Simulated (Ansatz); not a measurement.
BN:
```
CELL_PARAMETERS angstrom
      2.50644     0.00000     0.00000
     -1.25322     2.17064     0.00000
      0.00000     0.00000     6.61708
ATOMIC_POSITIONS crystal
  B  0.33333 0.66667 0.25000
  B  0.66667 0.33333 0.75000
  N  0.33333 0.66667 0.75000
  N  0.66667 0.33333 0.25000
```

Relaxed with PBE+D3(BJ).

Give the optical modes at the zone centre with their infrared and Raman activity from DFPT, PBE+D3(BJ) (plane waves, PAW; program Ansatz).

Transverse frequencies, without the LO–TO term; a row sums one degenerate level.

```
ω (cm⁻¹)  degeneracy  IR ((D/Å)²/amu)  Raman (Å⁴/amu)  activity
--------  ----------  ---------------  --------------  --------
46                 2             0.00           0.058     Raman
118                1             0.00               0    silent
743                1             4.29               0        IR
795                1             0.00               0    silent
1354               2             0.00             660     Raman
1354               2           111.64               0        IR
```

How high does the top mode go among those that the LO–TO term moves?

1590 cm⁻¹ for q along x, 1590 cm⁻¹ for q along y, 803 cm⁻¹ for q along z.

Space group P6_3/mmc. The PBE+D3(BJ) relaxation kept the symmetry of its start; phonons on a q-mesh show no instability.

Potentials: the later of the program's two PAW sets.
